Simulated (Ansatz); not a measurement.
## Pb: the functional and the phonons

Pb in the fcc lattice, relaxed with PBE.

```
CELL_PARAMETERS angstrom
0.00000 2.52099 2.52099
2.52099 0.00000 2.52099
2.52099 2.52099 0.00000
ATOMIC_POSITIONS crystal
Pb 0.00000 0.00000 0.00000
```

Method (Ansatz, development build): PBE; Ansatz hand-made PAW at 580 eV; k mesh 8×8×8; Fermi–Dirac smearing of 0.1 eV; no spin. Harmonic phonons by finite displacements in cells commensurate with each q, in cm⁻¹; i marks an unstable mode.

Caveats: coarse k mesh.

At 32.04 Å³ an atom it gives lowest mode at X = [0.5, 0, 0.5] (cm⁻¹) 48; top mode at X = [0.5, 0, 0.5] (cm⁻¹) 68.

Problem. Repeat with PBEsol in its relaxed cell, LDA in its relaxed cell, on the same kind of potentials and mesh. What changes?

Solution. 
```
                functional  cutoff (eV)  volume (Å³/atom)  lowest mode at X = [0.5, 0, 0.5] (cm⁻¹)  top mode at X = [0.5, 0, 0.5] (cm⁻¹)
PBEsol in its relaxed cell          610             30.11                                       52                                    75
   LDA in its relaxed cell          610             29.15                                       52                                    76
```
